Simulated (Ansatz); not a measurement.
Values for one crystal, relaxed and computed with DFT-PBE+D3(BJ) in the program Ansatz with PAW potentials; other levels are named.

| Quantity | Value |
|---|---|
| Volume per atom | 7.43 Å³ |
| Electronic character | metallic (no gap) |
| Poisson's ratio | 0.04 |
| Bulk modulus (Birch–Murnaghan fit) | 133 GPa |
| Mechanical stability | stable (all eigenvalues of C positive) |
| Pressure derivative B′ | 3.3 |
| Elastic constants (relaxed ions, GPa) | C11 = 349, C12 = 30.3, C13 = 5.1, C33 = 425, C44 = 184 |

Problem. Pick the material that matches.
A. Ru, hcp (Mg type)
B. Mg, hcp (Mg type)
C. Ti, hcp (Mg type)
D. Be, hcp (Mg type)

Solution. D, Be, hcp (Mg type)

Space group P6_3/mmc (hcp (Mg type)). Symmetry was held in the PBE+D3(BJ) relaxation. The pairwise dispersion correction was not fitted to metals. As this level gives no gap, shear constants depend on the k-mesh and smearing (Fermi–Dirac, 0.1 eV here).

Potentials: the later of the program's two PAW sets.
